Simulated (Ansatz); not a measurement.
ZrHg (space group P4/mmm)

```xyz
2
Lattice="3.1477 0.0000 0.0000 0.0000 3.1477 0.0000 0.0000 0.0000 4.2704" Properties=species:S:1:pos:R:3 pbc="T T T"
Zr     1.5738     1.5738     2.1352
Hg     0.0000     0.0000     0.0000
```

Scan: atom 1 (Zr, nearest neighbour Hg at 3.084 Å; its periodic images, 3.1 Å or more away, move with it) is displaced towards the nearest neighbour, direction (-0.510, -0.510, -0.692) in Cartesian axes, by s. The other atoms stay.

Method: r2SCAN (plane waves to 500 eV, PAW, scalar-relativistic; Ansatz, an electronic-structure program). k mesh 12×12×9 (Γ-centred), Fermi-Dirac smearing 0.05 eV. Energies are smeared free energies. With partly filled bands, energies and forces of such displacements shift with the k mesh and the smearing. Spin-orbit coupling is left out, though Hg is heavy. ZrHg is run without spin polarisation. ZrHg was relaxed with its symmetry unable to fall. The zero of ΔE is the undisplaced structure. The last digit holds for this mesh only.

```
s (Å)   ΔE (meV/cell)
------  -------------
-0.310       withheld
-0.248          125.1
-0.186           67.7
-0.124           29.2
-0.062            7.1
0.000             0.0
0.062             7.1
0.124            29.2
0.186            67.7
0.248           125.1
0.310        withheld
```

Question: Fit an even polynomial form (powers 2, 4) to the given rows and predict ΔE at s = -0.310.

Answer: Least squares on the 9 given rows: ΔE = (1855)·s² + (2905)·s⁴, in meV/cell with s in Å; root-mean-square residual 0.04 meV/cell. At -0.310 the fit gives 205.1 meV/cell; the calculation gives 204.3 meV/cell, so the extrapolation is off by 0.8 (+0.4 %). The quadratic term alone would give 178.3 meV/cell.

(For displaced atoms, the force is minus the slope of the energy, and its curvature is a force constant, which sets phonon frequencies.)
